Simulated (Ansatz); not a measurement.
The start is a relaxed Rh cell, doubled along one cell vector, shaken by Gaussian noise of σ = 0.08 Å a coordinate. The cell and all atomic positions are relaxed at zero pressure with PBE (plane waves to 420 eV, PAW, scalar-relativistic; Ansatz, a quantum-chemistry and plane-wave program). The first steps use a coarse 5×10×10 k-mesh.

Initial structure:
```
Rh
1.0
    3.82699     2.20951     7.88287
   -1.91349     1.10476     3.94144
    0.00000    -2.20951     3.94144
Rh
6
Direct
  0.99574   0.98093   0.03780
  0.51252   0.97775   0.02025
  0.09232   0.24745   0.20938
  0.62074   0.22309   0.21440
  0.38189   0.76369   0.79785
  0.89605   0.78043   0.76715
```

### Question
What pressure does the first self-consistent step give?

### Answer
+2.8 GPa (positive: the cell is compressed).

### Question
How much energy is released per atom?

### Answer
0.64 eV/atom.

### Question
How does the volume change?

### Answer
-15.7 %, from 16.66 to 14.05 Å³/atom.

### Question
Is the parent structure recovered?

### Answer
It does not go back: it reaches Fm-3m (No. 225), fcc (Cu type), 0.57 eV/atom below the parent.

### Question
How do the shortest distances between atoms change?

### Answer
The closest pairs of elements (up to four, under 3.6 Å), start → end: Rh–Rh 2.42 → 2.71 Å.

### Question
Write out the relaxed structure.

### Answer

```cif
data_Rh4
_chemical_formula_sum 'Rh4'
_space_group_name_H-M_alt 'Fm-3m'
_space_group_IT_number 225
_space_group_name_Hall '-F 4 2 3'
_cell_length_a 3.83022
_cell_length_b 3.83022
_cell_length_c 3.83022
_cell_angle_alpha 90.000
_cell_angle_beta 90.000
_cell_angle_gamma 90.000
loop_
_atom_site_label
_atom_site_type_symbol
_atom_site_symmetry_multiplicity
_atom_site_Wyckoff_symbol
_atom_site_fract_x
_atom_site_fract_y
_atom_site_fract_z
_atom_site_occupancy
Rh1 Rh 4 a 0.00000 0.00000 0.00000 1
```
(The calculation used a cell of 1 atom; values per cell refer to that cell.)

Final values are on a 21×21×21 k-mesh of the relaxed cell. No spin polarisation in the result.

Of the parent cell (R-3m (No. 166)): it is a generated cell of Rh: the first start was made by a random draw of sites in a space group, and the end was not matched to a known phase here, so it may be hypothetical. Known forms of Rh include space group No. 225.
